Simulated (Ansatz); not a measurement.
A: WC (WC type, space group P-6m2), a = b = 2.898 Å, c = 2.828 Å, α = β = 90.00°, γ = 120.00°
B: CoSn (CoSn type, space group P6/mmm), a = b = 5.218 Å, c = 4.172 Å, α = β = 90.00°, γ = 120.00°
C: Ru (hcp, Mg type), a = 2.6919 Å, b = 2.6919 Å, c = 4.2457 Å, α = 90.00°, β = 90.00°, γ = 120.00°
D: CrCuO₂ (delafossite type, space group R-3m), a = 2.964 Å, b = 2.964 Å, c = 16.920 Å, α = 90.00°, β = 90.00°, γ = 120.00°

Scan: energy over volume and axial ratio (atoms clamped). All come from one method, each on a k mesh of its own. All were relaxed with their symmetry unable to fall. CoSn is run without spin polarisation. CrCuO2 is run spin-polarised and with no Hubbard U. Relaxed CrCuO2 ends ferromagnetic. Ru is run without spin polarisation. Spin-orbit coupling is left out. WC is run without spin polarisation. The magnetic order is the one the run started from; other orders were not tried. (This holds for the magnetic or f-shell members.)

Q: Put the candidates in order of modulus against c/a change at fixed volume, (3/4V)·∂²E/∂(ln c/a)² (fitted), highest first, for PBEsol (plane waves to 420 eV, PAW, scalar-relativistic; Ansatz, an electronic-structure program).

A: A (366 GPa), C (246 GPa), D (148 GPa), B (106 GPa)

(A scan under strain: stresses follow from slopes of the energy per volume, elastic moduli from its curvatures.)
